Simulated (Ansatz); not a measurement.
A (001) slab of Ti (P6_3/mmc (No. 194)), 6 planes, outer planes Ti (top) and Ti (bottom), with 6 atoms (Ti6) in a surface cell of A = 7.103 Å², as cut from the bulk:

```
Ti
1.0
     2.86394    0.00000    0.00000
    -1.43197    2.48024    0.00000
     0.00000    0.00000   26.33732
Ti
6
Direct
  0.66667 0.33333 0.28477
  0.33333 0.66667 0.37086
  0.66667 0.33333 0.45695
  0.33333 0.66667 0.54305
  0.66667 0.33333 0.62914
  0.33333 0.66667 0.71523
```

Theory: DFT LDA, scalar-relativistic, plane waves, PAW in Ansatz. Plane waves to 420 eV, a k mesh through Γ of 12×12×1 on the computed 6-atom cell and Gaussian smearing (0.10 eV); no spin polarisation.

Against the same 6 atoms in the bulk, the slab as cut lies 2.095 eV higher and the relaxed slab 1.986 eV higher.

Q: Work out the surface energy before and after relaxation.

A: The slab has two faces, so γ = (E_slab − N·E_bulk)/(2A), the mean of both. As cut: 2.095/(2 × 7.103) = 0.1475 eV/Å², and 1 eV/Å² = 16.02 J/m², so γ = 2.36 J/m². Relaxed: 1.986/(2 × 7.103) = 0.1398 eV/Å² = 2.24 J/m². Relaxation recovers 5 % of the cost of cutting.

Q: What is the ideal work of this cut, per area?

A: Griffith's ideal work is 2γ: 4.73 J/m² if the new faces stay rigid, 4.48 J/m² if they relax. One thickness was run, 6 planes, so γ can still shift with it.